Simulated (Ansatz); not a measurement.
Total density of states per atom from DFT-PBE in the program Ansatz with PAW potentials, in 0.25 eV bins, energy from the valence-band maximum:

(E (eV), states/eV/atom): (-7.86, 0.68); (-7.61, 4.12); (-7.36, 0.00); (-7.11, 0.00); (-6.86, 0.00); (-6.61, 0.00); (-6.36, 0.05); (-6.11, 1.01); (-5.86, 0.53); (-5.61, 0.00); (-5.36, 0.00); (-5.11, 0.00); (-4.86, 0.00); (-4.61, 0.00); (-4.36, 0.00); (-4.11, 0.00); (-3.86, 0.00); (-3.61, 0.00); (-3.36, 0.00); (-3.11, 0.00); (-2.86, 0.99); (-2.61, 0.82); (-2.36, 1.10); (-2.11, 1.17); (-1.86, 0.77); (-1.61, 1.26); (-1.36, 2.23); (-1.11, 2.64); (-0.86, 1.77); (-0.61, 0.19); (-0.36, 0.70); (-0.11, 0.77); (0.14, 0.00); (0.39, 0.00); (0.64, 0.00); (0.89, 0.00); (1.14, 0.00); (1.39, 0.00); (1.64, 0.00); (1.89, 0.00); (2.14, 0.07); (2.39, 0.28); (2.64, 0.24); (2.89, 0.64); (3.14, 1.32); (3.39, 1.13); (3.64, 1.08); (3.89, 0.06); (4.14, 0.14); (4.39, 0.14); (4.64, 0.28); (4.89, 0.46); (5.14, 1.06); (5.39, 1.24); (5.64, 1.20); (5.89, 1.28); (6.14, 1.51); (6.39, 1.44)

Which compound is it?
(A) I, dhcp (α-La type)
(B) SnSe2, CdI2 type
(C) CsSnI3, Pnma (Pearson symbol oP20)
(D) SnSe, P6_3mc (Sn on 2b, Se on 2b)

C, CsSnI3, Pnma (Pearson symbol oP20). Top 1 eV of the valence band: I 5p 89 %, Sn 5s 9 %. Bottom 1 eV of the conduction band: Sn 5p 70 %, I 5p 19 %, outside the projected shells 5 %. Projections are on Löwdin-orthogonalised atomic valence shells; empty p or d shells of many metals are not among them.

Symmetry was held in the PBE relaxation. Scalar-relativistic: spin–orbit coupling is off unless named, which matters more the heavier the elements.

Potentials: the later of the program's two PAW sets.
